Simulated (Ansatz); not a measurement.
Input and command of a plane-wave DFT calculation in Ansatz:

```yaml
crystal:
  lattice:
    - [3.9832792532, 0.0, 0.0]
    - [0.0, 3.9832792532, 0.0]
    - [0.0, 0.0, 3.9832792532]
  atoms:
    - { symbol: Na, position: [0.0, 0.0, 0.0] }
    - { symbol: Mg, position: [0.5, 0.5, 0.5] }
    - { symbol: F, position: [0.5, 0.5, 0.0] }
    - { symbol: F, position: [0.0, 0.5, 0.5] }
    - { symbol: F, position: [0.5, 0.0, 0.5] }
basis:
  ecutwfc: 420
kpoints:
  mp_grid: { grid: [6, 6, 6] }
hamiltonian:
  xc: pbesol
scf:
  occupations: { method: gaussian, width: 0.02 }
output:
  forces: true
  stress: true
  eigenvalues: true
```

```bash
ansatz run input.yaml --threads 1 --pin off --max-ram 2560MiB --backend cpu --events-out ev --progress --plain --runs-dir out
```

Processor: Arm Neoverse V2, 1 thread, on a host shared with other jobs.

Task: How long does it run, and how much memory does it take?

Result: About 1.7 s on 1 thread of Arm Neoverse V2, with other jobs on the host, peak memory 0.3 GiB. It solves 25 bands at 20 k points (the mesh reduced by symmetry) with about 1237 plane waves, in 6 SCF iterations.
